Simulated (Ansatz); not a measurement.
## Calculated ¹⁷O NMR of the central transition for K₂Ca₂C₃O₉

Cell: a Materials Project structure (computed, not necessarily an observed phase), taken as it stands.

Space group R3:H (No. 146); a = 13.0108, c = 8.6157 Å, γ = 120.00°.

| site | Wyckoff | site symmetry | x | y | z |
| --- | --- | --- | --- | --- | --- |
| K1 | 3a | 3. | 0.0000 | 0.0000 | 0.1288 |
| K2 | 9b | 1 | 0.8955 | 0.6463 | 0.5487 |
| Ca5 | 9b | 1 | 0.7275 | 0.7906 | 0.7659 |
| Ca8 | 3a | 3. | 0.0000 | 0.0000 | 0.5530 |
| C9 | 9b | 1 | 0.8085 | 0.8058 | 0.3884 |
| C10 | 9b | 1 | 0.2803 | 0.4738 | 0.5406 |
| O15 | 9b | 1 | 0.1618 | 0.0961 | 0.7354 |
| O16 | 9b | 1 | 0.5438 | 0.7452 | 0.6441 |
| O17 | 9b | 1 | 0.5378 | 0.9085 | 0.5730 |
| O18 | 9b | 1 | 0.9178 | 0.8376 | 0.3631 |
| O19 | 9b | 1 | 0.7808 | 0.8528 | 0.5015 |
| O20 | 9b | 1 | 0.7249 | 0.7284 | 0.2995 |

One atom of each set is listed; the run and its k-mesh use a cell of 32 atoms with edges of 8.04, 8.04, 8.04 Å.

All values are calculated (Ansatz; DFT, PBE, plane waves and PAW, scalar-relativistic, 420 eV cutoff, Γ-centred 4×4×4 k-points, Fermi–Dirac smearing 0.02 eV), not measured.

¹⁷O has I = 5/2 and Q = -25.58 mb (Pyykkö 2018); at 23.5 T its Larmor frequency is ν₀ = 135.7 MHz. Only the quadrupole interaction is simulated: positions count from each site's isotropic chemical shift, and J coupling is left out, as are shift anisotropy and dipolar coupling, which fast spinning averages.

Problem. Give C_Q, η, the quadrupolar product P_Q = |C_Q|(1 + η²/3)^½, the second-order isotropic shift and the breadth of the pattern (fast magic-angle spinning) for each O site.

Solution. 

```csv
site,first shell,C_Q (MHz),η,P_Q (MHz),δ_QIS (ppm),breadth (kHz)
O15,"1 C at 1.30 Å; also 3 Ca at 2.41–3.15 Å, 1 K at 2.80 Å",-7.14,0.91,8.08,-21.3,6.42
O16,"1 C at 1.29 Å; also 2 Ca at 2.40–2.59 Å, 1 K at 2.73 Å",-7.12,0.91,8.05,-21.1,6.38
O17,"1 C at 1.29 Å; also 1 Ca at 2.40 Å, 2 K at 2.68–2.78 Å",7.08,0.98,8.13,-21.6,6.43
O18,"1 C at 1.29 Å; also 1 Ca at 2.46 Å, 3 K at 2.73–2.99 Å",7.25,0.92,8.20,-21.9,6.61
O19,"1 C at 1.29 Å; also 3 Ca at 2.40–3.23 Å, 1 K at 3.04 Å",-7.28,0.94,8.29,-22.4,6.73
O20,"1 C at 1.30 Å; also 2 Ca at 2.37–2.39 Å, 1 K at 2.81 Å",-7.23,0.89,8.13,-21.6,6.54
```

δ_QIS = −(ν_Q²/30ν₀²)[I(I+1) − 3/4](1 + η²/3) × 10⁶ ppm with ν_Q = 3|C_Q|/[2I(2I−1)]; it falls as 1/B₀² in ppm, and the breadth as 1/B₀ in kHz.
